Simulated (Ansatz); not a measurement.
A generator proposed this cell of Al5As.

```cif
data_structure
_symmetry_space_group_name_H-M 'P 1'
_symmetry_Int_Tables_number 1
_cell_length_a 5.6056
_cell_length_b 5.6056
_cell_length_c 3.8181
_cell_angle_alpha 90.000
_cell_angle_beta 90.000
_cell_angle_gamma 90.000
_cell_volume 119.97
loop_
_atom_site_label
_atom_site_type_symbol
_atom_site_fract_x
_atom_site_fract_y
_atom_site_fract_z
_atom_site_occupancy
Al1 Al 0.23494 0.50000 0.00000 1
Al2 Al 0.76506 0.50000 0.00000 1
Al3 Al 0.50000 0.23494 0.00000 1
Al4 Al 0.50000 0.76506 0.00000 1
Al5 Al 0.00000 0.00000 0.50000 1
As1 As 0.50000 0.50000 0.00000 1
```

Computed with DFT PBE, scalar-relativistic, plane waves, PAW (Ansatz 0.2.0). Settings: cutoff 420 eV, Γ-centred mesh 4×4×4 on the computed 6-atom cell, Gaussian smearing of 0.10 eV; no spin polarisation.

Energies over the elements count from the elements' standard structures at the same level, with no fitted energy shifts.

Problem. What does a single point on this coarse mesh give?

Solution. The pressure is 145.2 GPa (the mean over three directions, positive in compression), the largest force is 58.05 eV/Å, and the energy is +10.30 eV/atom against the elements. The shortest distance is 1.49 Å, so close that the PAW spheres overlap strongly and these values are rough.

Problem. Is it a good guess?

Solution. A poor one: relaxing gains about 9.6 eV/atom (the start's value is from the coarse mesh, so the gain is rough) in 24 ionic steps and ends at +0.66 eV/atom on the finer mesh. The symmetry stays P4/mmm (No. 123). The volume per atom grows by 32.7 %, from 20.0 to 26.5 Å³. The shortest distance goes from 1.49 Å (Al–As) to 2.56 Å (Al–As). The ratio c/a of the conventional cell changes by a factor of 0.50. Conventional cell: a = 7.737 Å, c = 2.660 Å. Al on a site of symmetry m2m has 1 As at 2.56 Å and 3 Al at 2.62–2.66 Å; around Al on a site of symmetry 4/mmm lie 2 Al at 2.66 Å; As is surrounded by 4 Al at 2.56 Å and 2 As at 2.66 Å.

The last run used a 6×6×14 mesh (in the run's order of axes) for its 6-atom cell and Gaussian smearing of 0.10 eV. The reference form of As is held partly by dispersion forces, which this level lacks. The relaxation can't lower the symmetry of the start, and the grade says only how near the guess is to its own end. A structure relaxed within its symmetry needn't be a true minimum. Another cell of Al5As relaxed alike, in Cmmm, lies 0.46 eV/atom lower, so this cell isn't the stable form at this level.
